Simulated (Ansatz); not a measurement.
## A vibration from a frozen displacement in MnHg

Method: Ansatz 0.2.0, DFT PBE, scalar-relativistic, plane waves, PAW. The runs took a 420 eV cutoff, a Γ-centred 14×14×14 mesh and Gaussian smearing (0.15 eV). Spin–orbit coupling is left out, which matters for the heavy elements here. Collinear spins, started from moments 4.2, 0.0 μB in atom order; the magnetic state may not be the lowest. Energies are free energies at this smearing, counted from the undisturbed cell; pressure is positive in compression.

The starting cell (as given, not relaxed at this level; it stands at 1.8 GPa, and it needn't be the usual structure):

```
Mn Hg
1.0
     3.28800    0.00000    0.00000
     0.00000    3.28800    0.00000
     0.00000    0.00000    3.31300
Mn Hg
1 1
Direct
  0.50000 0.50000 0.50000
  0.00000 0.00000 0.00000
```

Every Hg atom is moved by x along the Cartesian unit vector (0.000, 0.000, 1.000); the cell and all other atoms stay fixed. The cell's volume is 35.82 Å³; the moved atoms weigh 200.592 u together and the others 54.938 u. Some rows repeat others by symmetry and weren't run.

| x (Å) | ΔE (meV/cell) | total force on the moved atoms along the move (eV/Å) | pressure (GPa) |
| --- | --- | --- | --- |
| -0.5000 | 424.51 | 1.7148 | 9.7567 |
| -0.4375 | 324.46 | 1.4869 | 7.8755 |
| -0.3750 | 238.55 | 1.2637 | 6.2523 |
| -0.3125 | 166.24 | 1.0520 | 4.8997 |
| -0.2500 | 106.90 | 0.8472 | 3.7965 |
| -0.1875 | 60.38 | 0.6407 | 2.9260 |
| -0.1250 | 26.91 | 0.4296 | 2.2935 |
| -0.0625 | 6.74 | 0.2155 | 1.9096 |
| 0.0000 | 0.00 | 0.0000 | 1.7810 |
| 0.0625 | 6.74 | -0.2155 | 1.9096 |
| 0.1250 | 26.91 | -0.4296 | 2.2935 |
| 0.1875 | 60.38 | -0.6407 | 2.9260 |
| 0.2500 | 106.90 | -0.8472 | 3.7965 |
| 0.3125 | 166.24 | -1.0520 | 4.8997 |
| 0.3750 | 238.55 | -1.2637 | 6.2523 |
| 0.4375 | 324.46 | -1.4869 | 7.8755 |
| 0.5000 | 424.51 | -1.7148 | 9.7567 |

Q: What frequency belongs to this motion?

A: The force constant is k = −dF/dx = 3.448 eV/Å², from the parabola through x = -0.0625, 0 and 0.0625. In every cell the moved atoms swing against the rest, so the mass is μ = m₁m₂/(m₁ + m₂) = 43.127 u, and ν̃ = 521.5 cm⁻¹ × √(|k|/μ) = 147 cm⁻¹, at this cell's pressure of 1.8 GPa. To first order in x, and within 1 %, the force on every atom lies along the move and, within each of the two groups, in proportion to the atom's mass, so this is itself a mode at the zone centre of this cell.

Q: How far does the harmonic law reach?

A: At x = -0.500 Å, kx²/2 = 431.00 meV against the computed 424.51 meV (-1.5 %): the well is still close to harmonic there.

Q: The pressure changes with x². What does that say about the frequency under compression?

A: With E = k(V)x²/2, k ∝ V^(−2γ) and x scaling with the cell as V^(1/3), P − P0 = −∂E/∂V = (2γ − 2/3) ΔE/V. At x = 0.1250 Å, V(P − P0) = 35.82 × 0.51250 / 160.2 eV = 114.57 meV and ΔE = 26.91 meV, so γ = 1/3 + V(P − P0)/(2ΔE) = 2.46. This is the Grüneisen parameter of the motion under uniform scaling of the cell: shrinking the cell evenly by 1 % in volume raises the frequency by about 2.46 %.

In a metal these slopes depend on the k mesh and the smearing.

Cost: 9 runs of about 11 core-minutes in all, on Arm Neoverse V1 (shared hosts).